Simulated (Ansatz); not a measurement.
PbS:
```
PbS
1.0
    4.24969     0.00000     0.00000
    0.00000     6.00504     0.00000
    0.00000     0.00000     4.24971
Pb S
2 2
Direct
  0.50000   0.50000   0.24995
  0.00000   0.00000   0.75005
  0.00000   0.50000   0.75007
  0.50000   0.00000   0.24993
```

PBE (plane waves, PAW; program Ansatz) gives a gap of 0.49 eV without spin–orbit coupling, maximum at T, minimum at S.

Q: What happens when spin–orbit coupling is switched on?

A: The gap closes at this level.

Q: Give the Z2 indices of the occupied bands with spin–orbit coupling.

A: 0;(000).

Space group Fm-3m (rock salt). The PBE relaxation kept the symmetry of its start.

Potentials: the later of the program's two PAW sets.
